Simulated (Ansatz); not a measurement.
Ansatz input

```yaml
crystal:
  lattice:
    - [2.5512569617, 0.0, 0.0]
    - [-1.2756284808, 2.2094533404, 0.0]
    - [0.0, 0.0, 4.6439753405]
  atoms:
    - { symbol: Cr, position: [0.3333333333, 0.6666666667, 0.25], spin: 1.5 }
    - { symbol: Cr, position: [0.6666666667, 0.3333333333, 0.75], spin: 1.5 }
hamiltonian:
  xc: mr2scan
  pseudopotentials:
    kind: paw
    azcp:
      Cr: "pseudopotentials/Cr.paw.azcp"
basis:
  ecutwfc: 500
  fft_grid_basis: typed
kpoints:
  mp_grid: { grid: [16, 16, 8], shift: [0, 0, 0] }
magnetization:
  spin_polarized: true
scf:
  occupations: { method: fermi_dirac, width: 0.05 }
  lower_state_search: "off"
output:
  stress: true
```

Output

```
Engine: ansatz 0.2.0, aarch64-unknown-linux-gnu
Pseudopotentials: kind: paw
Pseudopotential: Cr, paw, valence charge 14, recommended cutoff 500 eV (meta_gga) 
Functional definition: m-r2SCAN
  exchange = m_r2scan_x
  correlation = m_r2scan_c
Crystal: 2 atoms, lattice volume = 26.178 Å³
Basis set: ecut = 500 eV, 677 PW (Γ), exchange–correlation on 80×80×144 points (64 copies of the dense FFT grid, shifted against one another)
Bands: 20, of which v1, the nominal top of the filled ones, is band 14 counted from 1 (13 counted from 0)
Symmetry: 24 space group operations
Space group: P63/mmc (ITA 194), of the structure as read, at distance tolerance 3.0e-5 Å
Magnetic group: BNS 194.263 (UNI 1493), of the structure as read, at distance tolerance 3.0e-5 Å
k-points: 150 of 2048
Non-local potential: Cr, projectors of the file, l = 0: 3, l = 1: 2, l = 2: 3, l = 3: 1
PAW form: soft (Blöchl's): semilocal exchange-correlation on the pseudo side does not see the compensation charge
PAW frozen core: Cr, regenerated for the run's functional (the file was generated under x = pbe(κ = 0.804, μ = 0.2195149727645171), c = pbe(β = 0.06672455060314922))
PAW one-centre angular grid: Cr, 590 points (default); XC on 160 Gauss nodes
Initial density: superposition of atomic densities (chi_scale 0.1, normalization cell)
Starting moments: Σ|m| = 3 μB on 2 of 2 sites
Initial wavefunctions: pseudopotential atomic-orbital guess
Functional: x = mr2scan, c = mr2scan; τ floored in thin density (d = 2e-4 eV/Å³)
SCF iter   1: F=-6757.207252 eV  HF=-6766.088354 eV  |F-HF|=8.88e0  |Δ(HF+E_count)|=         —  Δρ=2.01e-1 (↑2.01e-1 ↓5.12e-2)  dr2=1.20e1  dr2_τ=9.95e-2  dr2_m=1.94e0  M=1.398 μB ∫|m|=1.398 μB  β_m=0.30  ethr=3.10e-3  ⟨swp⟩=3.4  Hψ=22195  notcnv=0
SCF iter   2: F=-6762.349249 eV  HF=-6763.682214 eV  |F-HF|=1.33e0  |Δ(HF+E_count)|=    2.41e0  Δρ=1.09e-1 (↑1.09e-1 ↓3.39e-2)  dr2=2.95e0  dr2_τ=5.22e-2  dr2_m=8.18e-1  M=1.458 μB ∫|m|=1.458 μB  β_m=0.30  ethr=3.10e-3  ⟨swp⟩=2.0  Hψ=14820  notcnv=0  defer=163  κ⁻¹=1.0e0(r=1)
SCF iter   3: F=-6763.560002 eV  HF=-6763.466202 eV  |F-HF|=9.38e-2  |Δ(HF+E_count)|=   2.16e-1  Δρ=4.61e-2 (↑4.61e-2 ↓4.40e-2)  dr2=1.67e-1  dr2_τ=1.99e-2  dr2_m=4.19e-1  M=1.400 μB ∫|m|=1.400 μB  β_m=0.30  ethr=3.10e-3  ⟨swp⟩=2.4  Hψ=13518  notcnv=0  defer=141  κ⁻¹=2.1e-3(r=2)
SCF iter   4: F=-6763.611253 eV  HF=-6763.555280 eV  |F-HF|=5.60e-2  |Δ(HF+E_count)|=   8.91e-2  Δρ=4.39e-2 (↑2.88e-2 ↓4.39e-2)  dr2=5.74e-2  dr2_τ=1.06e-2  dr2_m=3.13e-1  M=1.219 μB ∫|m|=1.219 μB  β_m=0.30  ethr=5.95e-4  ⟨swp⟩=2.3  Hψ=13575  notcnv=0  defer=117  κ⁻¹=2.6e-4(r=3)
SCF iter   5: F=-6763.666005 eV  HF=-6763.597044 eV  |F-HF|=6.90e-2  |Δ(HF+E_count)|=   4.18e-2  Δρ=3.47e-2 (↑3.47e-2 ↓3.37e-2)  dr2=1.40e-3  dr2_τ=8.47e-3  dr2_m=2.79e-1  M=1.021 μB ∫|m|=1.021 μB  β_m=0.30  ethr=2.05e-4  ⟨swp⟩=2.2  Hψ=10843  notcnv=0  defer=116  κ⁻¹=8.4e-6(r=4)
SCF iter   6: F=-6763.687851 eV  HF=-6763.637115 eV  |F-HF|=5.07e-2  |Δ(HF+E_count)|=   4.01e-2  Δρ=3.14e-2 (↑2.80e-2 ↓3.14e-2)  dr2=3.85e-3  dr2_τ=5.91e-3  dr2_m=2.11e-1  M=0.883 μB ∫|m|=0.883 μB  β_m=0.30  ethr=4.99e-6  ⟨swp⟩=2.1  Hψ=13849  notcnv=0  defer=97  κ⁻¹=4.4e-6(r=5)
SCF iter   7: F=-6763.704510 eV  HF=-6763.667315 eV  |F-HF|=3.72e-2  |Δ(HF+E_count)|=   3.02e-2  Δρ=2.86e-2 (↑2.86e-2 ↓2.47e-2)  dr2=4.02e-3  dr2_τ=4.56e-3  dr2_m=1.70e-1  M=0.747 μB ∫|m|=0.747 μB  β_m=0.30  ethr=4.99e-6  ⟨swp⟩=2.0  Hψ=12720  notcnv=0  defer=95  κ⁻¹=3.2e-7(r=6)
SCF iter   8: F=-6763.718329 eV  HF=-6763.687863 eV  |F-HF|=3.05e-2  |Δ(HF+E_count)|=   2.05e-2  Δρ=2.30e-2 (↑2.26e-2 ↓2.30e-2)  dr2=6.19e-5  dr2_τ=3.17e-3  dr2_m=1.25e-1  M=0.647 μB ∫|m|=0.647 μB  β_m=0.30  ethr=4.99e-6  ⟨swp⟩=2.0  Hψ=13076  notcnv=0  defer=94  κ⁻¹=1.3e-7(r=7)
...
iter 22 did not close the SCF: its close was put off for a magnetic moment that had not settled (scf_convergence_deferred on its scf_iter line)
SCF iter  22: F=-6763.754340 eV  HF=-6763.754340 eV  |F-HF|=9.99e-9  |Δ(HF+E_count)|=   1.10e-7  Δρ=1.18e-6 (↑1.18e-6 ↓1.10e-6)  dr2=1.00e-11  dr2_τ=8.25e-12  dr2_m=3.09e-10  M=0.000 μB ∫|m|=0.000 μB  β_m=1.20  ethr=1.00e-12  ⟨swp⟩=3.0  Hψ=15444  notcnv=0  κ⁻¹=3.7e-7(r=8)
SCF iter  23: F=-6763.754340 eV  HF=-6763.754340 eV  |F-HF|=1.11e-10  |Δ(HF+E_count)|=   1.25e-8  Δρ=5.08e-8 (↑4.77e-8 ↓5.08e-8)  dr2=7.37e-13  dr2_τ=4.96e-14  dr2_m=1.23e-13  M=-0.000 μB ∫|m|=0.000 μB  ethr=1.00e-12  ⟨swp⟩=1.0  Hψ=17893  notcnv=0
WARN: the starting moments were not kept: the SCF closed with an absolute magnetisation of 2.8e-6 μB, where they sum to 3 μB in size (2 sites). That is at most 0.1 of that sum. Measured as dr2_m measures the in/out step, that magnetisation stands 4.3e-12 eV from none, at or under the dr2_threshold of 1.0e-7 eV: it is no larger than a step whose dr2_m would equal this threshold. The system may hold no moment; this SCF shows only that its start led to no more than that. To try another start: raise the starting moments (crystal.atoms[].spin, magnetization.per_species, magnetization.initial_magnetization, or on a non-collinear deck that types none of these the spinor_matrix: blocks that start its atoms; where the total moment is fixed, keep their sum and leave initial_magnetization as it is; typed ones take the place of any that the run laid by itself, positive ones on a crystal's lanthanoids without a Hubbard term where scf.initial_density.shell_occupations: [] is typed) or, if the notice of its spin-set hold's release reads "site moments contracting" or "site moments show no strong build", lengthen the hold (scf.mixing.spin_hold: { on: { confirm: 4 } }; for m-r²SCAN on two components see the key's manual first). Each may lead to a state that holds a moment. A second SCF, from the converged charge density, with the starting moments and any scf.initial_density.shell_occupations laid on it anew, would have followed, and was not run: the deck does not ask for one (magnetization.retry_lost_moments is false, the default). To let it run, set magnetization.retry_lost_moments: true and run the deck again, where that key's refused combinations let it; where memory then withholds it, that run's warning says so.
SCF 1 converged in 23 iterations: F = -6763.754340 eV  dr2 = 7.37e-13
this state was not tested for a lower state beside it, because the mixer in use, unlike msr1, does not test its closes by its own steps (another_mixer; see scf.mixing.algorithm and scf.lower_state_search)
SCF converged after 23 iterations
Magnetization: -0.0000 μB (14.0000 up, 14.0000 down)
Absolute magnetization: 0.0000 μB (∫|ρ↑−ρ↓|, with the PAW one-centre terms)
Spin contamination: 0.0000 ħ² per cell (⟨S²⟩ above its minimum at these occupations)
Per-site moments (μB) at R_I (Å): [(-6.326427326109199e-7, 1.0523934966978914), (-6.326427326726914e-7, 1.0523934966978914)]
Free energy (F): -6763.754340 eV
Harris-Foulkes:  -6763.754340 eV  (|F-HF|=1.11e-10)
Internal energy: -6763.732165 eV  (E = F + TS)
E sigma→0 (E₀):  -6763.743252 eV
Entropy (-TS):   -0.022175 eV (-11.088 meV/atom)
Fermi energy:    16.574926 eV
--- Per-component energies (eV) ---
  E_band       = -392.540336
  E_kinetic    = 681.706584
  E_local      = -2577.893742  (includes V_loc(G=0)·N_el)
  E_nonlocal   = 156.672894
  E_hartree    = 1105.607958
  E_xc         = -273.506800
  E_vxc        = -397.973430  (∫ρ·V_xc dr)
  E_paw        = -2403.239693  (= ΣΔE_a)
  E_vpaw       = -491.434699  (= ΣTr[D̂ρ^β])
  E_aug_tail   = 0.000434  (compensation charges beyond the density's cutoff)
  E_vtau       = 25.165740  (kinetic-family band-sum trace: ∫τ·v_τ [+ j·A + Jᵃ·Aᵃ] dr)
  E_ewald      = -3452.535144
  E_core_change = -0.544655  (= ΣΔE_core)
  E_smearing   = -0.022175  (= −TS)
  E_closure    = 0.000000  (closes the sum)
  Σ components = -6763.754340   (vs F -6763.754340, Δ=0.00e0)
--- Stress (GPa, compression-positive) ---
      -24.013755       0.000000      -0.000000
        0.000000     -24.013755      -0.000000
       -0.000000      -0.000000     -20.066021
  P = ⅓ Tr σ = -22.6978 GPa (-226.978 kbar)
```
